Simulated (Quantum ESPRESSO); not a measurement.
# Kohn-Sham bands of CdO (rock salt)

```yaml
crystal:
  lattice:
    - [0.00000, 2.36099, 2.36099]
    - [2.36099, 0.00000, 2.36099]
    - [2.36099, 2.36099, 0.00000]
  atoms:
    - { symbol: Cd, position: [0.00000, 0.00000, 0.00000] }
    - { symbol: O, position: [0.50000, 0.50000, 0.50000] }
```

Cell from Materials Project (mp-1132), symmetrised, no further relaxation. COD (Crystallography Open Database) has an entry of this formula and space group (matched by these alone). Computed values, not measurements, from PBEsol: Quantum ESPRESSO (norm-conserving PseudoDojo potentials, cutoff 82 Ry, no spin polarisation, no spin-orbit coupling) on a Γ-centred 12×12×12 mesh, then Wannier90. Density: 12×12×12 mesh, Gaussian smearing 0.01 Ry.

Energies are relative to the Fermi level; weights are on the orthonormalised atomic waves of the pseudopotential files, averaged over the group. 26 electrons a cell are treated as valence.

| bands | from (eV) | to (eV) | filling | weight on atomic waves |
|---|---|---|---|---|
| 1 | -100.47 | -100.47 | filled | ? |
| 2–4 | -61.60 | -61.58 | filled | ? |
| 5 | -17.33 | -16.54 | filled | ? |
| 6–10 | -7.73 | -5.81 | filled | ? |

Question: Which atomic shells make up each group?

Answer: 
- 1, weight on atomic waves: Cd 4s 100 %
- 2–4, weight on atomic waves: Cd 4p 100 %
- 5, weight on atomic waves: O 2s 90 %, Cd 5s 7 %
- 6–10, weight on atomic waves: Cd 4d 92 %, O 2p 6 %

No gap over 0.05 eV opens at the Fermi level at this level of theory; semilocal functionals close the gap of some real semiconductors.
